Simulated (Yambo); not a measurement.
BSE-type run in Yambo on Ba₂NF (space group R-3m, No. 166), at zero momentum.

Quantum ESPRESSO step (LDA, PseudoDojo standard norm-conserving files, scalar-relativistic):
```
&CONTROL
  calculation = 'nscf'
  pseudo_dir = './pseudo'
  outdir = './out'
/
&SYSTEM
  ibrav = 0
  nat = 4
  ntyp = 3
  ecutwfc = 84.0
  ecutrho = 336.0
  occupations = 'fixed'
  force_symmorphic = .true.
  nbnd = 54
/
&ELECTRONS
  conv_thr = 4e-09
  diago_full_acc = .true.
  diago_thr_init = 1e-08
/
ATOMIC_SPECIES
N 14.0070 N.upf
F 18.9984 F.upf
Ba 137.3270 Ba.upf
CELL_PARAMETERS angstrom
  1.951301647950   1.126584531714   6.468533407000
 -1.951301647950   1.126584531714   6.468533407000
  0.000000000000  -2.253169063429   6.468533407000
ATOMIC_POSITIONS crystal
N   0.500000000000   0.500000000000   0.500000000000
F   0.000000000000   0.000000000000   0.000000000000
Ba   0.756647993800   0.756647993800   0.756647993800
Ba   0.243352006200   0.243352006200   0.243352006200
K_POINTS automatic
6 6 6 0 0 0
```

Yambo input:
```
rim_cut
optics
bse
bss
dipoles
em1s
RandQpts= 1000000
RandGvec= 1 Ry
FFTGvecs= 40 Ry
Chimod= "HARTREE"
BSKmod= "SEX"
BSEmod= "resonant"
BSSmod= "hs"
BSENGexx= 15 Ry
BSENGBlk= 4 Ry
% KfnQP_E
 0.89 | 1.0 | 1.0 |
%
% BSEQptR
 1 | 1 |
%
% BSEBands
 14 | 25 |
%
% BEnRange
 0.0 | 8.1 | eV
%
% BDmRange
 0.15 | 0.15 | eV
%
BEnSteps= 162
% BLongDir
 1.0 | 0.0 | 0.0 |
%
BSHayTrs= -0.02
BSSNEig= 24
WRbsWF
% BndsRnXs
 1 | 50 |
%
NGsBlkXs= 4 Ry
% LongDrXs
 1.0 | 1.0 | 1.0 |
%
```

From the report:

The dimension is k points × valence × conduction bands = 216 × 3 × 9 = 5832.
```
   [SLEPC] Approach                          : Krylov-Schur
   [SLEPC] Number of requested eigenvalues   :  24
   [SLEPC] Number of eigenvalues        [NEV]:  24
    [K] Dimension                                    :   5832
    [K] Bands                                        :  14  25
    [K] Exchange res                                 : yes
    [K] Correlation res                              : yes
    [K] W interaction is bare                        : no
    [K] RL vectors exchange                          :   561
    [K] RL vectors correlation                       :   93
    [W] Matrix size                                  :   93
    [W] Bands                                        :    1   50
    [W] Coulomb Cutoff                               : none
    [W] Hxc Kernel                                   : HARTREE
```

Geometry relaxed with LDA.

The structure is a Materials Project entry; no match was found in the copy of COD used, and its stability was not checked.
